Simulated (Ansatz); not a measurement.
**Tl₅Ga: relaxation step by step**

The cell of Tl₅Ga is invented: random cell by space group and Wyckoff sites (P6/mmm, No. 191). Its size is a rough estimate.

```
Tl Ga
1.0
     5.64037    0.00000    0.00000
    -2.82018    4.88470    0.00000
     0.00000    0.00000    7.69222
Tl Ga
5 1
Direct
  0.00000 0.00000 0.30391
  0.00000 0.00000 0.69609
  0.50000 0.00000 0.00000
  0.00000 0.50000 0.00000
  0.50000 0.50000 0.00000
  0.00000 0.00000 0.00000
```

All numbers below come from DFT PBE, scalar-relativistic, plane waves, PAW in Ansatz 0.2.0. Cutoff 420 eV, Gaussian smearing, Γ-centred meshes. Cell and atoms relax first on a coarse mesh and then on a finer one. In between, the cell is made exact in the group found at 0.06 Å. In metals the finer mesh still leaves noise of several meV/atom or more. The steps can't lower the symmetry of their start. No spin polarisation.

Steps on the 6×6×2 mesh (6 atoms, 8 steps). The free energy counts from the last step; the plane-wave basis is renewed at times, which shifts energy and pressure.

```
step  ΔF (meV/atom)  V (Å³/atom)  P (GPa)  largest force component (eV/Å)
   1          541.0        35.32    14.47                           3.694
   2          180.4        39.85     6.31                           0.033
   3           46.6        45.10     2.41                           0.208
   4           12.4        48.96     0.57                           0.032
   5           10.2        50.32     0.02                           0.000
   6            1.6        50.32     0.39                           0.004
   7            0.1        51.32     0.12                           0.011
   8            0.0        51.32     0.12                           0.011
```

The relaxed structure, after a last relaxation on the converged mesh:

```cif
data_structure
_symmetry_space_group_name_H-M 'P6/mmm'
_symmetry_Int_Tables_number 191
_cell_length_a 6.4101
_cell_length_b 6.4101
_cell_length_c 8.8381
_cell_angle_alpha 90.000
_cell_angle_beta 90.000
_cell_angle_gamma 120.000
_cell_volume 314.50
loop_
_atom_site_label
_atom_site_type_symbol
_atom_site_symmetry_multiplicity
_atom_site_Wyckoff_symbol
_atom_site_fract_x
_atom_site_fract_y
_atom_site_fract_z
_atom_site_occupancy
Tl1 Tl 2 e 0.00000 0.00000 0.31612 1
Tl2 Tl 3 f 0.50000 0.00000 0.00000 1
Ga1 Ga 1 a 0.00000 0.00000 0.00000 1
```

The symmetry stays P6/mmm (No. 191). The volume per atom grows by 48.4 %, from 35.3 to 52.4 Å³. The shortest distance goes from 2.34 Å (Tl–Ga) to 2.79 Å (Tl–Ga). The energy falls by about 0.51 eV/atom (the start's value is from the coarse mesh). Tl on a site of symmetry 6mm is surrounded by 1 Ga at 2.79 Å and 1 Tl at 3.25 Å; around Tl on a site of symmetry mmm lie 2 Ga at 3.21 Å and 4 Tl at 3.21 Å; around Ga lie 2 Tl at 2.79 Å and 6 Tl at 3.21 Å.

For Tl₅Ga, the volume per atom is 52.42 Å³, the density is 5.76 g/cm³ and the formation energy is +0.35 eV/atom. The gap on the 6×6×6 mesh of the 6-atom cell is 0 eV (a metal).

Energies over the elements count from the elements' standard structures at the same level, with no fitted energy shifts.

The last run used Gaussian smearing of 0.10 eV. These runs have no spin–orbit coupling, which can matter for Tl. Symmetry constrained the relaxation, so the result can be a saddle point. In all, the 3 runs took 2.5 min on 1 thread of AMD EPYC 7B13 (Zen 3), on a shared host.
